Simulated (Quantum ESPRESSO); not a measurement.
W3Cu2Ta2Ti, input and log of a self-consistent run

Simulated, not a measurement. The program is pw.x of Quantum ESPRESSO 7.5 (plane-wave density functional theory). The cell is made up: eight metal atoms on a hexagonal close-packed lattice, with elements, volume, strain and displacements drawn at random and not relaxed, so it may be unstable or far from any real phase. PseudoDojo standard norm-conserving files set the functional (PBE unless stated); there is no spin polarisation or spin-orbit coupling, the Fermi-Dirac width of 0.25 eV means electrons at about 2900 K, and the masses in the input are unused placeholders. The copper pseudopotential is less sure than most, with forces differing by about three percent and pressure by about two GPa from a second method on plain copper. Heavy elements are run without spin-orbit coupling, which real alloys of them have. A spin test at this wide smearing found no moment, but such smearing suppresses magnetism that the real alloy may have.

Input:

```
&control calculation='scf', pseudo_dir='./dojo.nc.sr.pbe.v0_5.standard.upf', outdir='./o', disk_io='minimal', tprnfor=.true., tstress=.true. /
&system ibrav=0, nat=8, ntyp=4, nbnd=75, ecutwfc=92.02030273, nosym=.true., tot_charge=0,
 occupations='smearing', smearing='fd', degauss=0.0183746611
/
&electrons conv_thr=1.470e-08, electron_maxstep=70, mixing_beta=0.5 /
ATOMIC_SPECIES
Cu 1.0 Cu.upf
Ta 1.0 Ta.upf
Ti 1.0 Ti.upf
W 1.0 W.upf
CELL_PARAMETERS angstrom
-0.0087 -0.0095 -4.5599
-0.0505 4.6658 0.0099
5.4257 -0.0583 0.0105
ATOMIC_POSITIONS angstrom
W 0.029 -0.0219 -0.0207
Cu 2.6529 -0.0139 -0.0049
Ta 1.3038 2.3142 0.0429
Ti 4.0154 2.3053 0.0252
W -0.0211 1.5804 -2.2533
Cu 2.6798 1.4655 -2.2229
W 1.2474 3.8731 -2.2314
Ta 4.0288 3.8941 -2.2512
K_POINTS automatic
5 5 4 1 1 1
```

The log is shortened where brackets say so; the opening notice, blank lines, dates and the lines on written files are dropped, and the path of the files is cut. It prints rydbergs, bohrs and kilobars, and counts compression as positive stress. Its total energy is the free energy E - TS of the whole cell.

```
     Program PWSCF v.7.5
     Parallel version (MPI & OpenMP), running on       4 processor cores
     Number of MPI processes:                 4
     Threads/MPI process:                     1
     [start-up lines left out]
     bravais-lattice index     =            0
     lattice parameter (alat)  =       8.6170  a.u.
     unit-cell volume          =     778.8965 (a.u.)^3
     number of atoms/cell      =            8
     number of atomic types    =            4
     number of electrons       =       118.00
     number of Kohn-Sham states=           75
     kinetic-energy cutoff     =      92.0203  Ry
     charge density cutoff     =     368.0812  Ry
     scf convergence threshold =      1.5E-08
     mixing beta               =       0.5000
     number of iterations used =            8  plain     mixing
     Exchange-correlation= PBE
                           (   1   4   3   4   0   0   0)
     [axes and pseudopotential details left out]
   Cartesian axes
     site n.     atom                  positions (alat units)
         1        W      tau(   1) = (   0.0063598  -0.0048027  -0.0045396  )
         2        Cu     tau(   2) = (   0.5817868  -0.0030483  -0.0010746  )
         3        Ta     tau(   3) = (   0.2859262   0.5075091   0.0094081  )
         4        Ti     tau(   4) = (   0.8805860   0.5055573   0.0055264  )
         5        W      tau(   5) = (  -0.0046273   0.3465852  -0.4941536  )
         6        Cu     tau(   6) = (   0.5876860   0.3213873  -0.4874868  )
         7        W      tau(   7) = (   0.2735575   0.8493793  -0.4893509  )
         8        Ta     tau(   8) = (   0.8835246   0.8539846  -0.4936931  )
     number of k points=    50  Fermi-Dirac smearing, width (Ry)=  0.0184
                       cart. coord. in units 2pi/alat
        k(    1) = (   0.1063128   0.0990944  -0.1004097), wk =   0.0400000
        k(    2) = (   0.3164454   0.1013696  -0.1008153), wk =   0.0400000
     [further k points left out]
     Dense  grid:    92859 G-vectors     FFT dimensions: (  54,  54,  64)
     Estimated max dynamical RAM per process >     353.08 MB
     Estimated total dynamical RAM >       1.31 GB
     Initial potential from superposition of free atoms
     starting charge     117.9944, renormalised to     118.0000
     Starting wfcs are   80 randomized atomic wfcs
     total cpu time spent up to now is        5.0 secs
     per-process dynamical memory:   270.8 Mb
     Self-consistent Calculation
     iteration #  1     ecut=    92.02 Ry     beta= 0.50
     Davidson diagonalization with overlap
     ethr =  1.00E-02,  avg # of iterations =  3.0
     total cpu time spent up to now is       17.2 secs
     total energy              =   -1574.14701590 Ry
     estimated scf accuracy    <      27.04537578 Ry
     iteration #  2     ecut=    92.02 Ry     beta= 0.50
     Davidson diagonalization with overlap
     ethr =  1.00E-02,  avg # of iterations =  3.0
     total cpu time spent up to now is       31.4 secs
     total energy              =   -1586.76225179 Ry
     estimated scf accuracy    <      86.60256732 Ry
     iteration #  3     ecut=    92.02 Ry     beta= 0.50
     Davidson diagonalization with overlap
     ethr =  1.00E-02,  avg # of iterations =  4.2
     total cpu time spent up to now is       43.9 secs
     total energy              =   -1593.19873123 Ry
     estimated scf accuracy    <      11.35870856 Ry
     iteration #  4     ecut=    92.02 Ry     beta= 0.50
     Davidson diagonalization with overlap
     ethr =  9.63E-03,  avg # of iterations =  1.2
     total cpu time spent up to now is       53.2 secs
     total energy              =   -1592.99257980 Ry
     estimated scf accuracy    <       5.98008199 Ry
     iteration #  5     ecut=    92.02 Ry     beta= 0.50
     Davidson diagonalization with overlap
     ethr =  5.07E-03,  avg # of iterations =  1.3
     total cpu time spent up to now is       62.7 secs
     total energy              =   -1592.69033512 Ry
     estimated scf accuracy    <       3.15469917 Ry
     [iterations 6 to 15 left out]
     iteration # 16     ecut=    92.02 Ry     beta= 0.50
     Davidson diagonalization with overlap
     ethr =  3.91E-09,  avg # of iterations =  2.0
     total cpu time spent up to now is      185.3 secs
     total energy              =   -1592.49434912 Ry
     estimated scf accuracy    <       0.00000058 Ry
     iteration # 17     ecut=    92.02 Ry     beta= 0.50
     Davidson diagonalization with overlap
     ethr =  4.88E-10,  avg # of iterations =  2.9
     total cpu time spent up to now is      196.4 secs
     total energy              =   -1592.49434917 Ry
     estimated scf accuracy    <       0.00000041 Ry
     iteration # 18     ecut=    92.02 Ry     beta= 0.50
     Davidson diagonalization with overlap
     ethr =  3.49E-10,  avg # of iterations =  1.9
     total cpu time spent up to now is      206.2 secs
     total energy              =   -1592.49434922 Ry
     estimated scf accuracy    <       0.00000005 Ry
     iteration # 19     ecut=    92.02 Ry     beta= 0.50
     Davidson diagonalization with overlap
     ethr =  4.48E-11,  avg # of iterations =  3.1
     total cpu time spent up to now is      217.1 secs
     total energy              =   -1592.49434922 Ry
     estimated scf accuracy    <       0.00000002 Ry
     iteration # 20     ecut=    92.02 Ry     beta= 0.50
     Davidson diagonalization with overlap
     ethr =  1.99E-11,  avg # of iterations =  2.0
     total cpu time spent up to now is      227.2 secs
     End of self-consistent calculation
     [lines on levels left out]
!    total energy              =   -1592.49434922 Ry
     estimated scf accuracy    <          3.7E-09 Ry
     smearing contrib. (-TS)   =      -0.11082709 Ry
     internal energy E=F+TS    =   -1592.38352214 Ry
     The total energy is F=E-TS. E is the sum of the following terms:
     one-electron contribution =    -579.67129609 Ry
     hartree contribution      =     362.02016568 Ry
     xc contribution           =    -270.15088386 Ry
     ewald contribution        =   -1104.58150787 Ry
     convergence has been achieved in  20 iterations
     Forces acting on atoms (cartesian axes, Ry/au):
     atom    1 type  4   force =    -0.02920717   -0.00834929    0.02816962
     atom    2 type  1   force =     0.03252460    0.01118632    0.01007762
     atom    3 type  2   force =     0.04998722   -0.01653731    0.00865044
     atom    4 type  3   force =    -0.02039216   -0.02573155    0.00572597
     atom    5 type  4   force =    -0.02092636    0.04846752   -0.01234443
     atom    6 type  1   force =     0.00624578    0.01467948   -0.00736476
     atom    7 type  4   force =     0.05473018   -0.01271305   -0.01791903
     atom    8 type  2   force =    -0.07296209   -0.01100213   -0.01499542
     Total force =     0.139119     Total SCF correction =     0.000361
     Computing stress (Cartesian axis) and pressure
          total   stress  (Ry/bohr**3)                   (kbar)     P=      275.50
   0.00218289   0.00002705   0.00001706          321.11        3.98        2.51
   0.00002705   0.00159165   0.00001553            3.98      234.14        2.28
   0.00001706   0.00001553   0.00184393            2.51        2.28      271.25
     init_run     :      4.46s CPU      4.68s WALL (       1 calls)
     electrons    :    217.08s CPU    222.17s WALL (       1 calls)
     forces       :      2.19s CPU      2.20s WALL (       1 calls)
     stress       :      7.51s CPU      7.69s WALL (       1 calls)
     [timing details left out]
     PWSCF        :   3m51.59s CPU   3m57.12s WALL
     JOB DONE.
```

In other units: free energy -21666.989 eV for the cell, pressure 27.55 GPa, largest force component 1.876 eV/Å in size. The run took 239 s of wall time with four MPI processes on a shared machine (Intel Xeon, 2023 or later, virtual cores), so the time is rough. A rerun of this cell at a higher cutoff and on a denser mesh moved values by no more than 0.012 eV in energy, 0.21 GPa in stress and 0.018 eV/Å in force, and a second program with other atomic files agreed on that cell to 2 % rms in force and 0.5 GPa in pressure.